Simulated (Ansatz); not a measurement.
Starting cell, GaP (zinc blende):

```
GaP
1.0
    0.00000     5.50603     5.50603
    2.75302     0.00000     2.75302
    2.75302     2.75302     0.00000
P Ga
2 2
Direct
  0.37500   0.75000   0.75000
  0.87500   0.75000   0.75000
  0.00000   0.00000   0.00000
  0.50000   0.00000   0.00000
```

The atoms are displaced by Q × the pattern below (from a DFPT mode at L = (0.5, 0.0, 0.0), largest move 1; Q in Å), at fixed cell. (q is in reciprocal vectors of the primitive cell; the cell shown is doubled to hold the pattern.)

```tsv
atom	x	y	z
P1	-0.577	0.577	0.577
P2	0.577	-0.577	-0.577
Ga3	0.044	-0.044	-0.044
Ga4	-0.044	0.044	0.044
```

Level of theory: PBE (plane waves to 420 eV, PAW, scalar-relativistic; Ansatz, a quantum-chemistry and plane-wave program). k mesh 5×10×10 (Γ-centred), Fermi-Dirac smearing 0.05 eV. Energies are smeared free energies. GaP was relaxed with its symmetry unable to fall. ΔE is measured from the undisplaced structure.

| Q (Å) | ΔE (meV/cell) |
|---|---|
| -0.2800 | 1172 |
| -0.2333 | 802 |
| -0.1867 | 507 |
| -0.1400 | withheld |
| -0.0933 | 125 |
| -0.0467 | 31 |
| 0.0000 | 0 |
| 0.0467 | 31 |
| 0.0933 | 125 |
| 0.1400 | withheld |
| 0.1867 | 507 |
| 0.2333 | 802 |
| 0.2800 | 1172 |

### Question
Fit an even polynomial form (powers 2, 4) to the given rows and predict ΔE at Q = 0.1400.

### Answer
Least squares on the 11 given rows: ΔE = (14240)·Q² + (9088)·Q⁴, in meV/cell with Q in Å; root-mean-square residual 0.3 meV/cell. At 0.1400 the fit gives 283 meV/cell; the calculation gives 283 meV/cell, the same to the digits shown. The quadratic term alone would give 279 meV/cell.

(For displaced atoms, the force is minus the slope of the energy, and its curvature is a force constant, which sets phonon frequencies.)
